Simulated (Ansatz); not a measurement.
Relaxed BAs (zinc blende):

```yaml
crystal:
  lattice:
    - [0.00000, 2.40467, 2.40467]
    - [2.40467, 0.00000, 2.40467]
    - [2.40467, 2.40467, 0.00000]
  atoms:
    - { symbol: As, position: [0.75000, 0.75000, 0.75000] }
    - { symbol: B, position: [0.00000, 0.00000, 0.00000] }
```

All values below come from PBE (plane waves to 420 eV, PAW, scalar-relativistic; Ansatz, a program for electronic structure). k mesh 10×10×10 (Γ-centred), Fermi-Dirac smearing 0.05 eV. As the smearing reaches across the gap at some points, energies and forces of such displacements shift with the k mesh and the smearing. BAs was relaxed with its symmetry unable to fall.

One atom of the cell was then moved (with its periodic images), all else fixed, and the forces (eV/Å) came out as:

```csv
atom,Fx,Fy,Fz
As1,-1.626,0.000,0.000
B2,1.626,0.000,0.000
```

With two atoms only their relative shift counts; take B2 as fixed.

Q: Which atom was moved, and by which vector (Å)?

A: As1, by (0.10, 0.00, 0.00), 0.10 Å in all.

(For displaced atoms, the force is minus the slope of the energy, and its curvature is a force constant, which sets phonon frequencies.)
